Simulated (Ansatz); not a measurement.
## InSe: field gradients against cell size

Reference cell: a structure deposited in the COD, its atoms then relaxed with PBE in this cell.

Space group P6_3/mmc (No. 194); a = 4.0500, c = 16.9300 Å, γ = 120.00°.

```
site  Wyckoff  site symmetry       x       y       z
  In       4f            3m.  0.3333  0.6667  0.1673
  Se       4f            3m.  0.3333  0.6667  0.5918
```

One atom of each set is listed.

All values are calculated (Ansatz; DFT, PBE, plane waves and PAW, scalar-relativistic, 420 eV cutoff, Γ-centred 13×13×3 k-points, Fermi–Dirac smearing 0.05 eV), not measured.

The cell is scaled uniformly, and the ions relax again at each size.

```csv
V/V₀,In V_zz (η),Se V_zz (η)
0.94,-11.39 (0.00),-4.27 (0.00)
0.96,-11.18 (0.00),-5.20 (0.00)
0.98,?,?
1.00,-10.80 (0.00),-7.06 (0.00)
1.02,-10.61 (0.00),-7.92 (0.00)
1.04,-10.40 (0.00),-8.77 (0.00)
1.06,-10.20 (0.00),-9.63 (0.00)
```

(1) Fill in the row for V/V₀ = 0.98 (V_zz in 10²¹ V/m²).

Without spin–orbit coupling (the program notes it for In) the gradients can shift somewhat, as the gap is small. With a gap of 0.4 eV under a smearing of 0.05 eV the band edges are partly filled, so small gradients can hang on the smearing and the k-mesh.

Results:

(1) In: -10.98 (0.00), Se: -6.17 (0.00). Worked for In: a power law through the other 6 rows, |V_zz| = 10.78 × (V/V₀)^-0.91, gives 10.98 at V/V₀ = 0.98, against 10.98 from the run (-0.0 %). Logarithmic slopes d ln|V_zz|/d ln V over the series: In -0.9, Se 6.7. Point charges on a uniformly scaled lattice would give −1; atoms that shift within the cell as it changes, and charge that moves in the bonds, make the difference.

No dispersion correction is included, which matters between the layers of this solid.
